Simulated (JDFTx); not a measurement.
Al(100) slab cut from bulk Al (space group Fm-3m, indices of the conventional cell, lattice of the Materials Project entry mp-134, not re-optimised): 4 atoms in 4 planes, a 1x1 cell of 8.16 Å² (|a| = 2.856, |b| = 2.856 Å), 6.2 Å between the outermost planes, cell height 22.1 Å, 8×8×1 k mesh, Fermi smearing 0.01 Ha, no spin polarisation.

Computed with a modified build of JDFTx: PBE, GBRV ultrasoft potentials, plane waves to 20/100 Ha. Liquid on both sides: linear PCM (GLSSA13), water, 1 M NaCl; nuclei fixed. 

Charging data:

```
U − U_pzc (V)  σ (μC/cm²)
-------------  ----------
-0.69               -9.50
-0.29               -4.17
-0.14               -2.03
0.00                 0.00
0.16                 2.61
0.47                 8.00
0.71                12.82
```

A calculation by hand: a check of Lippmann's equation. The grand free energy per area against the neutral slab, Δγ = [F(N) − F(N₀) − μ(N − N₀)]/2A, is taken from the total energies of the same runs.

```tsv
U − U_pzc (V)	Δγ (mJ/m²)
-0.69	-33.6
-0.29	-6.1
-0.14	-1.4
0.00	0.0
0.16	-2.1
0.47	-18.3
0.71	-43.2
```

Δγ is largest at zero charge and falls away from it, as dγ/dU = −σ demands. At 0.71 V the computed -43.2 mJ/m² stands beside -45.8 mJ/m² from the constant-capacitance formula.
